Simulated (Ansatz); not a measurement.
Is this ZrTi3C4 structure stable?

It was reached by relaxing an invented guess, and it needn't be the stable form of this composition.

These are results of DFT PBE, scalar-relativistic, plane waves, PAW (Ansatz 0.2.0), not measurements. Cutoff 420 eV, Γ-centred 8×8×12 mesh (8-atom cell), Gaussian smearing of 0.10 eV, no spin polarisation.

```yaml
crystal:
  lattice:
    - [3.13662, -4.43373, 0.00000]
    - [3.13662, 4.43373, 0.00000]
    - [0.00000, 0.00000, 3.14314]
  atoms:
    - { symbol: Zr, position: [0.50000, 0.50000, 0.00000] }
    - { symbol: Ti, position: [0.00000, 0.00000, 0.00000] }
    - { symbol: Ti, position: [0.00000, 0.50000, 0.50000] }
    - { symbol: Ti, position: [0.50000, 0.00000, 0.50000] }
    - { symbol: C, position: [0.75558, 0.24442, 0.00000] }
    - { symbol: C, position: [0.24442, 0.75558, 0.00000] }
    - { symbol: C, position: [0.76136, 0.76136, 0.50000] }
    - { symbol: C, position: [0.23864, 0.23864, 0.50000] }
```

The zero of energy is the elements' standard structures at the same level; no fitted shifts are applied.

Problem. These tests were run: energy against the elements; random kick, then relaxation without symmetry; phonons on a 1×1×2 q mesh; elastic tensor. What do they show?

Solution.

```json
{"test": "energy against the elements", "result": "−0.78 eV/atom"}
{"test": "random kick, then relaxation without symmetry", "result": "returns"}
{"test": "phonons on a 1×1×2 q mesh", "result": "no imaginary mode on the mesh"}
{"test": "elastic tensor", "result": "least eigenvalue 162 GPa"}
```

It fails none of these tests. Other phases of the system weren't compared here, so this isn't yet thermodynamic stability.

The reference form of C is held partly by dispersion forces, which this level lacks. The kick test ran on a coarse mesh. The run for the phonons used an 8×8×12 k mesh and Fermi–Dirac smearing of 0.15 eV. The run for the elastic tensor used an 8×8×12 k mesh and Fermi–Dirac smearing of 0.15 eV.
